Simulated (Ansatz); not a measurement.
# SiGe: computed property card

SiGe:
```xyz
4
Lattice="1.9813 1.1439 6.4613 -1.9813 1.1439 6.4613 0.0000 -2.2878 6.4613" Properties=species:S:1:pos:R:3 pbc="T T T"
Si     0.0000     0.0000    18.2030
Si     0.0000     0.0000     1.1807
Ge     0.0000     0.0000     8.4462
Ge     0.0000     0.0000    10.9375
```

Space group R-3m (No. 166); conventional cell a = 3.9625 Å, b = 3.9625 Å, c = 19.3838 Å, α = 90.00°, β = 90.00°, γ = 120.00°.

Method: plane-wave PAW PBE (Ansatz code). Geometry: relaxed at this level of theory. Other levels are named where they apply.

**Cell and energy**

- Volume per atom = 21.97 Å³
- Density = 3.81 g/cm³
- Formation energy from the elements (no fitted shifts) = 0.019 eV/atom

**Electronic structure**

* **Band gap**: 0.38 eV (indirect)
* **Valence-band maximum**: at Γ
* **Conduction-band minimum**: at F (3 equivalent valleys)
* **Smallest direct gap on the standard path**: 0.83 eV
* **Electron effective mass**: 0.11, 0.16, 0.59 mₑ (principal values)
* **Electron effective mass with spin–orbit coupling**: 0.11, 0.16, 0.59 mₑ (principal values)
* **Hole effective mass, band 1 of 2 at the edge**: 0.36 along x, 0.60 along z (mₑ)
* **Hole effective mass, band 2 of 2 at the edge**: 0.056 along x, 0.60 along z (mₑ)
* **Hole effective mass with spin–orbit coupling**: 0.097, 0.097, 0.60 mₑ (principal values)
* **Gap with spin–orbit coupling**: 0.32 eV

**Mechanics**

Bulk modulus (Birch–Murnaghan fit): 73.6 GPa
Pressure derivative B′: 4.6

The start of the workflow was typed in or built on a structure type; neither database checked (COD, Materials Project) lists it. Whether it is the stable phase at ambient conditions was not checked. The PBE relaxation kept the symmetry of its start; whether a distortion lowers the energy is not shown. The references are the lowest solids computed at this level, not always the standard phases. Spin–orbit coupling is left out wherever it is not named.

Potentials: the later of the program's two PAW sets.
